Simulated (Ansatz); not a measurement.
Au: work and stress of cleavage

Method: Ansatz, DFT PBEsol, scalar-relativistic, plane waves, PAW. Cutoff 420 eV, Γ-centred 23×23×5 k-points, Gaussian smearing of 0.15 eV. Spin–orbit coupling is left out, which can shift energies with elements as heavy as these. No spin polarisation. Energies are free energies at this smearing, counted from the undisturbed cell; pressure is positive in compression.

Reference structure (relaxed at this level; with this scan's settings it stands at -0.2 GPa):

```
Au
1.0
     2.04193   -2.04193    0.00000
     2.04193    0.00000   -2.04193
     8.16774    8.16774    8.16774
Au
6
Direct
  0.66667 0.66667 0.08332
  0.00000 0.00000 0.91665
  0.33333 0.33333 0.24998
  0.66667 0.66667 0.58332
  0.00000 0.00000 0.41665
  0.33333 0.33333 0.74998
```

The cut lies on the cell's a–b face, a (1 1 1) plane (indices in the standard cell, whose axes needn't be the Cartesian ones shown) of area 7.22 Å², between layers 2.36 Å apart. Vector c is lengthened by d along the normal with the atoms' Cartesian places fixed: one unrelaxed cut a cell. The traction is positive where the two halves pull on each other.

```csv
d (Å),energy (J/m²),traction (GPa)
0.00,0.00,0.0
0.50,0.58,15.7
1.00,1.25,10.5
2.00,1.85,2.7
3.00,1.97,0.4
6.00,1.99,0.0
```

Question: What are the work of separation and the cleavage stress, and do they fit the universal binding curve?

Answer: The energy levels off near W ≈ 1.99 J/m² (the traction is down to 0.0 GPa), the energy of the two unrelaxed faces, 1.00 J/m² each on average. The largest sampled traction is 15.7 GPa at d = 0.50 Å, and a parabola through it and its two neighbours peaks at σ_max ≈ 16.3 GPa, d ≈ 0.63 Å. The curve E = W[1 − (1 + d/ℓ)exp(−d/ℓ)] peaks in traction at d = ℓ with σ_max = W/(eℓ); with 1 J/m² per Å = 10 GPa this W and σ_max give ℓ = 0.45 Å. A parabola through that curve at the same three d peaks at 0.62 Å, against 0.63 Å here, a fair fit. Real crystals break at far lower stress, because cracks concentrate it, and on the plane of lowest W, which needn't be this one.

The cut is rigid; relaxing the faces lowers these energies and usually the stresses.

In a metal these slopes depend on the k mesh and the smearing.

Cost: 6 runs of about 8.9 core-minutes in all, on Arm Neoverse V2 (shared hosts).